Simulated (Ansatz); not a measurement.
Total density of states per atom from the program Ansatz at the r²SCAN level (PAW), in 0.25 eV bins, energy from the valence-band maximum:

```
E (eV) | states/eV/atom
    -7.85 | #### 0.15
    -7.60 | #### 0.15
    -7.35 | ####### 0.28
    -7.10 | ##### 0.19
    -6.85 | ## 0.06
    -6.60 | #### 0.18
    -6.35 | #### 0.19
    -6.10 | ##### 0.20
    -5.85 | ################# 0.72
    -5.60 | ######################## 0.99
    -5.35 | ################### 0.82
    -5.10 | #### 0.17
    -4.85 |  0.00
    -4.60 |  0.00
    -4.35 |  0.00
    -4.10 |  0.00
    -3.85 |  0.00
    -3.60 | ####### 0.30
    -3.35 | ######################### 1.03
    -3.10 |  0.00
    -2.85 | ############ 0.52
    -2.60 | ######################## 0.99
    -2.35 | ################ 0.66
    -2.10 | ############################ 1.19
    -1.85 | ############################## 1.26
    -1.60 | ########################## 1.08
    -1.35 | ##################### 0.87
    -1.10 | ######## 0.34
    -0.85 | ############# 0.56
    -0.60 | ############### 0.61
    -0.35 | ######################## 0.99
    -0.10 | ###### 0.26
     0.15 |  0.00
     0.40 |  0.00
     0.65 |  0.00
     0.90 |  0.00
     1.15 |  0.00
     1.40 |  0.00
     1.65 |  0.00
     1.90 |  0.00
     2.15 |  0.00
     2.40 |  0.00
     2.65 |  0.00
     2.90 |  0.00
     3.15 |  0.00
     3.40 |  0.00
     3.65 |  0.00
     3.90 |  0.00
     4.15 |  0.00
     4.40 |  0.00
     4.65 |  0.00
     4.90 |  0.00
     5.15 |  0.00
     5.40 |  0.00
     5.65 |  0.00
     5.90 |  0.00
     6.15 |  0.00
     6.40 | # 0.03
     6.65 | # 0.05
     6.90 | ## 0.07
     7.15 | ## 0.09
     7.40 | ## 0.09
     7.65 | ## 0.09
     7.90 | ### 0.13
     8.15 | #### 0.17
     8.40 | ##### 0.19
     8.65 | ##### 0.22
     8.90 | ###### 0.24
     9.15 | ###### 0.26
     9.40 | ######## 0.33
     9.65 | ########## 0.41
     9.90 | ########### 0.46
    10.15 | ################## 0.77
    10.40 | ################ 0.66
    10.65 | ############### 0.63
    10.90 | ########## 0.44
```

**Question.** Pick the material that matches.
A) KTaO3, cubic perovskite
B) SiO2, Imma (Si on 8h, O on 4e, O on 8g, O on 4a)
C) SnO, zinc blende
D) MgO, rock salt

**Answer.** B, SiO2, Imma (Si on 8h, O on 4e, O on 8g, O on 4a). Top 1 eV of the valence band: O 2p 98 %. Bottom 1 eV of the conduction band: Si 3s 28 %, Si 3p 18 %, O 2s 13 %, outside the projected shells 38 %. Projections are on Löwdin-orthogonalised atomic valence shells; empty p or d shells of many metals are not among them.

The first step of the workflow began from a Materials Project structure, measured or hypothetical; the Crystallography Open Database copy checked does not list it. It is not the phase usual at ambient conditions (space group No. 92, 152, 154). The r²SCAN relaxation kept the symmetry of its start. At this level the phase is dynamically unstable (imaginary phonons).

Potentials: the earlier of the program's two PAW sets.
